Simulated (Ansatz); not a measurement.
Level of theory: Ansatz, DFT PBE, scalar-relativistic, plane waves, PAW. Settings: cutoff 420 eV, Γ-centred meshes spaced at most about 0.3 Å⁻¹, and about 0.25 Å⁻¹ or finer for metals (2π included), Gaussian smearing. No spin polarisation in the final relaxations.

Temperature and zero-point effects are left out.

Compare these two cells of ScSiS3, each relaxed at this level.

A.

Space group Pm-3m (No. 221). a = 4.522 Å, b = 4.522 Å, c = 4.522 Å, α = 90.00°, β = 90.00°, γ = 90.00°
| atom | site | symmetry | x | y | z |
| --- | --- | --- | --- | --- | --- |
| Sc | 1a | m-3m | 0.0000 | 0.0000 | 0.0000 |
| Si | 1b | m-3m | 0.5000 | 0.5000 | 0.5000 |
| S | 3c | 4/mm.m | 0.0000 | 0.5000 | 0.5000 |

B.

Space group P3m1 (No. 156). a = 6.845 Å, b = 6.845 Å, c = 5.510 Å, α = 90.00°, β = 90.00°, γ = 120.00°
```csv
atom,site,symmetry,x,y,z
Sc,1b,3m.,0.3333,0.6667,0.2848
Si,1b,3m.,0.3333,0.6667,0.8018
S,3d,.m.,0.1735,0.8265,0.0077
```

**Question.** Which form is favoured at zero pressure, and by what margin per atom?

**Answer.** B is lower, by 10 meV/atom. A has the cubic perovskite type, space group Pm-3m (No. 221), 18.5 Å³/atom and no gap on its mesh; B has space group P3m1 (No. 156), 44.7 Å³/atom and no gap. Counting S atoms around Sc and Si (those within 1.25 times the shortest such distance or 1.15 times the sum of covalent radii), A has Sc 12, Si 6 and B has Sc 3, Si 3. In A, around Sc lie 12 S at 3.20 Å; around Si lie 6 S at 2.26 Å; S has 2 Si at 2.26 Å, 4 Sc at 3.20 Å and 8 S at 3.20 Å. In B, Sc is surrounded by 3 S at 2.43 Å, 1 Si at 2.66 Å and 1 Si at 2.85 Å; Si is surrounded by 3 S at 2.21 Å, 1 Sc at 2.66 Å and 1 Sc at 2.85 Å; S is surrounded by 1 Si at 2.21 Å and 1 Sc at 2.43 Å. Both come from invented guesses. A third cell relaxed alike, in P4mm, lies 0.38 eV/atom below the lower of the two.

The k mesh leaves some 4 meV/atom of noise in the energy of each metallic cell. Weakly bound directions are ill-defined at this level, which has no dispersion term (P3m1), and this can change margins and order among such cells. In Pm-3m, P3m1 an odd number of electrons in the primitive cell allows no gap without spin; a larger cell or a magnetic state could open one. Cells relaxed within their symmetry can be saddle points.
